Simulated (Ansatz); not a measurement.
Relaxed C (graphite type, space group P6_3/mmc):

```
CELL_PARAMETERS angstrom
      2.45537     0.00000     0.00000
     -1.22769     2.12641     0.00000
      0.00000     0.00000     6.67102
ATOMIC_POSITIONS crystal
  C  0.00000 0.00000 0.25000
  C  0.00000 0.00000 0.75000
  C  0.33333 0.66667 0.25000
  C  0.66667 0.33333 0.75000
```

These are r2SCAN+rVV10 (plane waves to 500 eV, PAW, scalar-relativistic; Ansatz, a program for electronic structure) values and carry that method's errors. k mesh 12×12×4 (Γ-centred), Fermi-Dirac smearing 0.05 eV. With partly filled bands, energies and forces of such displacements shift with the k mesh and the smearing. C was relaxed with its symmetry unable to fall.

One atom of the cell was then moved (with its periodic images), all else fixed, and the forces (eV/Å) came out as:

| atom | Fx | Fy | Fz |
|---|---|---|---|
| C1 | 6.324 | 0.845 | 0.000 |
| C2 | 0.012 | 0.003 | 0.000 |
| C3 | -6.325 | -0.848 | 0.000 |
| C4 | -0.011 | 0.000 | 0.000 |

Question: Which atom was moved, and by which vector (Å)?

Answer: C1, by (-0.11, 0.00, 0.00), 0.11 Å in all.

(For displaced atoms, the force is minus the slope of the energy, and its curvature is a force constant, which sets phonon frequencies.)
